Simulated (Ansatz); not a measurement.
Input file for Ansatz (a quantum-chemistry and plane-wave program):

Ansatz 0.2 input:
```yaml
crystal:
  lattice:
    - [3.3537217026, 0.0, 0.0]
    - [-1.6768608513, 2.9044081917, 0.0]
    - [0.0, 0.0, 5.2157947335]
  atoms:
    - { symbol: Zr, position: [0.3333333333, 0.6666666667, 0.25] }
    - { symbol: Zr, position: [0.6666666667, 0.3333333333, 0.75] }
    - { symbol: C, position: [0.0, 0.0, 0.0] }
    - { symbol: C, position: [0.0, 0.0, 0.5] }
kpoints:
  mp_grid: { grid: [10, 10, 6] }
  band_path:
    path:
      - [[0.0, 0.0, 0.0], [0.5, 0.0, 0.0], [0.3333333333, 0.3333333333, 0.0], [0.0, 0.0, 0.0], [0.0, 0.0, 0.5], [0.5, 0.0, 0.5], [0.3333333333, 0.3333333333, 0.5], [0.0, 0.0, 0.5]]  # Γ-M-K-Γ-A-L-H-A
      - [[0.5, 0.0, 0.5], [0.5, 0.0, 0.0]]  # L-M
      - [[0.3333333333, 0.3333333333, 0.5], [0.3333333333, 0.3333333333, 0.0]]  # H-K
    npoints: 8
basis: { xc_grid: 2 }
hamiltonian:
  xc: pbesol
  pseudopotentials: { kind: paw }
magnetization: { noncollinear: true, spin_orbit: true }
scf:
  n_extra_bands: 12
  convergence: { dr2_threshold: 0.0000000001 }
  occupations: { method: gaussian, width: 0.05 }
output: { eigenvalues: true }
```

Output (shortened):

```
Pseudopotential: Zr, paw_fr, valence charge 12
Pseudopotential: C, paw_fr, valence charge 4
Functional definition: PBEsol
non-collinear run that drives no moment, with spin-orbit …
Crystal: 4 atoms, lattice volume = 50.805 Å³
Basis set: ecut = 420 eV, 977 PW (Γ), exchange–correlation on 48×48×72 points (8 copies of the dense FFT grid, shifted against one another)
Bands: 44, of which v1, the nominal top of the filled ones, is band 32 counted from 1 (31 counted from 0)
Symmetry: 24 space group operations + 24 with time reversal
k-points: 56 of 600
Projection manifold: j_resolved (fully-relativistic pseudo-atomic orbitals)
SCF iter   1: F=—  HF=-8756.211589 eV  |F-HF|=—  |Δ(HF+E_count)|=         —  Δρ=7.10e-2  dr2=4.03e0  dr2_m=0.00e0 (ungated)  ethr=3.10e-3  |M|=0.00e0 ∫|m|=0.00e0 μB  |m|>n=0.0e0 m-floor=0.0e0 τ_xc=0.0e0  β_m=0.30  ⟨swp⟩=4.4  Hψ=4987  notcnv=0  defer=54
preconditioner: auto → Resta (q_TF=auto, 2.526 Å⁻¹)
spin=Noncollinear: Resta preconditioning applied to the charge; magnetization (m_x, m_y, m_z) channels mix plain (no charge-response kernel on spin).
SCF iter   2: F=—  HF=-8755.489043 eV  |F-HF|=—  |Δ(HF+E_count)|=   7.23e-1  Δρ=3.18e-2  dr2=6.00e-1  dr2_m=0.00e0 (ungated)  ethr=3.10e-3  |M|=0.00e0 ∫|m|=0.00e0 μB  |m|>n=0.0e0 m-floor=0.0e0 τ_xc=0.0e0  β_m=0.39  ⟨swp⟩=2.0  Hψ=2050  notcnv=0  defer=360
SCF iter   3: F=—  HF=-8755.381893 eV  |F-HF|=—  |Δ(HF+E_count)|=   1.07e-1  Δρ=1.54e-2  dr2=6.51e-2  dr2_m=0.00e0 (ungated)  ethr=1.87e-3  |M|=0.00e0 ∫|m|=0.00e0 μB  |m|>n=0.0e0 m-floor=0.0e0 τ_xc=0.0e0  β_m=0.67  ⟨swp⟩=2.0  Hψ=1652  notcnv=0  defer=360
SCF iter   4: F=—  HF=-8755.371552 eV  |F-HF|=—  |Δ(HF+E_count)|=   1.03e-2  Δρ=1.24e-3  dr2=5.22e-4  dr2_m=0.00e0 (ungated)  ethr=2.03e-4  |M|=0.00e0 ∫|m|=0.00e0 μB  |m|>n=0.0e0 m-floor=0.0e0 τ_xc=0.0e0  β_m=0.72  ⟨swp⟩=2.7  Hψ=1621  notcnv=0  defer=360
SCF iter   5: F=—  HF=-8755.371537 eV  |F-HF|=—  |Δ(HF+E_count)|=   1.56e-5  Δρ=2.48e-4  dr2=1.71e-5  dr2_m=0.00e0 (ungated)  ethr=1.63e-6  |M|=0.00e0 ∫|m|=0.00e0 μB  |m|>n=0.0e0 m-floor=0.0e0 τ_xc=0.0e0  β_m=0.86  ⟨swp⟩=2.1  Hψ=1492  notcnv=0  defer=360
SCF iter   6: F=—  HF=-8755.371537 eV  |F-HF|=—  |Δ(HF+E_count)|=   3.63e-7  Δρ=2.52e-5  dr2=2.59e-7  dr2_m=0.00e0 (ungated)  ethr=5.34e-8  |M|=0.00e0 ∫|m|=0.00e0 μB  |m|>n=0.0e0 m-floor=0.0e0 τ_xc=0.0e0  β_m=0.93  ⟨swp⟩=2.6  Hψ=1924  notcnv=0  defer=360
SCF iter   7: F=—  HF=-8755.371538 eV  |F-HF|=—  |Δ(HF+E_count)|=   1.10e-6  Δρ=3.02e-6  dr2=3.13e-9  dr2_m=0.00e0 (ungated)  ethr=8.09e-10  |M|=0.00e0 ∫|m|=0.00e0 μB  |m|>n=0.0e0 m-floor=0.0e0 τ_xc=0.0e0  β_m=0.95  ⟨swp⟩=2.6  Hψ=1895  notcnv=0  defer=360
SCF iter   8: F=-8755.371538 eV  HF=-8755.371538 eV  |F-HF|=3.64e-12  |Δ(HF+E_count)|=  3.20e-10  Δρ=4.23e-7  dr2=4.09e-11  dr2_m=0.00e0 (ungated)  ethr=1.00e-12  |M|=0.00e0 ∫|m|=0.00e0 μB  |m|>n=0.0e0 m-floor=0.0e0 τ_xc=0.0e0  ⟨swp⟩=9.0  Hψ=4801  notcnv=0
SCF 1 converged in 8 iterations: F = -8755.371538 eV  dr2 = 4.09e-11
NSCF: frozen V_eff on 75 k-points
SCF converged after 8 iterations
Magnetization: |M| = 0.0000 μB,  M = (+0.0000, +0.0000, +0.0000) μB
Absolute magnetization: 0.0000 μB (∫|m|)
  site 0: m = (+0.0000, +0.0000, +0.0000) μB, |m| = 0.0000 μB  (R = 0.96 Å)
  site 1: m = (+0.0000, +0.0000, +0.0000) μB, |m| = 0.0000 μB  (R = 0.96 Å)
  site 2: m = (+0.0000, +0.0000, +0.0000) μB, |m| = 0.0000 μB  (R = 0.96 Å)
  site 3: m = (+0.0000, +0.0000, +0.0000) μB, |m| = 0.0000 μB  (R = 0.96 Å)
Free energy (F): -8755.371538 eV
Harris-Foulkes:  -8755.371538 eV  (|F-HF|=3.64e-12)
Internal energy: -8755.370282 eV  (E = F + TS)
E sigma→0 (E₀):  -8755.370910 eV
Entropy (-TS):   -0.001256 eV (-0.314 meV/atom)
Fermi energy:    15.518607 eV
--- Per-component energies (eV) ---
  E_band       = -86.082286
  E_kinetic    = 845.973485
  E_local      = -1175.025435  (includes V_loc(G=0)·N_el)
  E_nonlocal   = 213.130402
  E_hartree    = 354.098285
  E_xc         = -420.095272
  E_vxc        = -504.353733  (∫ρ·V_xc dr)
  E_paw        = -5990.250840  (= ΣΔE_a)
  E_vpaw       = -174.003742  (= ΣTr[D̂ρ^β])
  E_aug_tail   = 0.000067  (compensation charges beyond the density's cutoff)
  E_ewald      = -2583.576124
  E_core_change = 0.375149  (= ΣΔE_core)
  E_smearing   = -0.001256  (= −TS)
  E_closure    =  0.000000  (closes the sum)
  Σ components = -8755.371538   (vs F -8755.371538, Δ=0.00e0)
  [band-id]    e_kinetic+e_local+e_nonlocal+2·e_hartree+e_vxc+e_vpaw+e_augmentation_tail = -86.082386   (vs E_band -86.082286, Δ=-1.00e-4)
--- Band table (eV; the first three rows and the last of 56) ---
  k-point 0: bands = ["-32.6718", "-32.6718", "-32.5350", "-32.5350", "-12.0889", "-12.0889", "-11.6386", "-11.6386", "-10.4831", "-10.4831", "-9.9925", "-9.9925", "-9.8756", "-9.8756", "-9.8060", "-9.8060", "3.4985", "3.4985", "7.4345", "7.4345", "9.3343", …
  k-point 1: bands = ["-32.6628", "-32.6628", "-32.5443", "-32.5443", "-12.0536", "-12.0536", "-11.6635", "-11.6635", "-10.4483", "-10.4483", "-9.9847", "-9.9847", "-9.8834", "-9.8834", "-9.8630", "-9.8630", "3.6756", "3.6756", "6.8487", "6.8487", "10.0016", …
  k-point 2: bands = ["-32.6380", "-32.6380", "-32.5696", "-32.5696", "-11.9608", "-11.9608", "-11.7354", "-11.7354", "-10.3463", "-10.3463", "-10.0096", "-10.0096", "-9.9633", "-9.9633", "-9.9048", "-9.9048", "4.1797", "4.1797", "5.8724", "5.8724", …
  k-point 55: bands = ["-32.5326", "-32.5326", "-32.5326", "-32.5326", "-12.0822", "-12.0822", "-12.0534", "-12.0534", "-10.5600", "-10.5600", "-10.4559", "-10.4559", "-10.1753", "-10.1753", "-10.0220", "-10.0220", "5.7732", "5.7732", "5.8630", "5.8630", …
```

Cost: very roughly 40 core-seconds on shared cores.

Space group P6_3/mmc (NiAs type). The workflow started from a Materials Project entry (that database holds measured and hypothetical structures alike); the Crystallography Open Database copy checked does not list it. It is not the phase usual at ambient conditions (space group No. 225). Symmetry was held in the PBEsol relaxation; its stability against distortions is not shown here. The run is not spin-polarised.

Potentials: the later of the program's two PAW sets.

Ansatz is a plane-wave DFT program.
